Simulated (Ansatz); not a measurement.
# Calculated ⁶⁷Zn nuclear quadrupole resonance for CaMg₆ZnO₈

Cell: a computed structure from the Materials Project (it need not be an observed phase), ions relaxed with PBE at fixed cell.

Space group P4/mmm (No. 123); a = 4.3925, c = 8.6304 Å.

```
site  Wyckoff  site symmetry       x       y       z
  Ca       1a          4/mmm  0.0000  0.0000  0.0000
 Mg2       1c          4/mmm  0.5000  0.5000  0.0000
 Mg3       1d          4/mmm  0.5000  0.5000  0.5000
 Mg4       4i           2mm.  0.0000  0.5000  0.2575
  Zn       1b          4/mmm  0.0000  0.0000  0.5000
  O9       2g            4mm  0.0000  0.0000  0.2630
 O11       2h            4mm  0.5000  0.5000  0.2512
 O13       2f           mmm.  0.0000  0.5000  0.0000
 O14       2e           mmm.  0.0000  0.5000  0.5000
```

One atom of each set is listed.

Method: Kohn–Sham DFT in Ansatz, PBE, plane waves and PAW, scalar-relativistic, 420 eV cutoff, Γ-centred 5×5×3 k-points, Fermi–Dirac smearing 0.02 eV.

⁶⁷Zn: I = 5/2, Q = 122.0 mb (year-2017 value). Static lattice, zero field.

Task: Predict the zero-field ⁶⁷Zn lines of each site.

Result: For I = 5/2 and η = 0 the lines are 3|C_Q|/20 and twice that; η pulls their ratio below 2.

```
site  atoms  V_zz (10²¹ V/m²)  C_Q (MHz)     η  line frequencies (MHz)
  Zn      1             -5.20      -15.3  0.00              2.30, 4.60
```

An axis of threefold or higher order runs through Zn, so V_zz lies along it and η is zero.
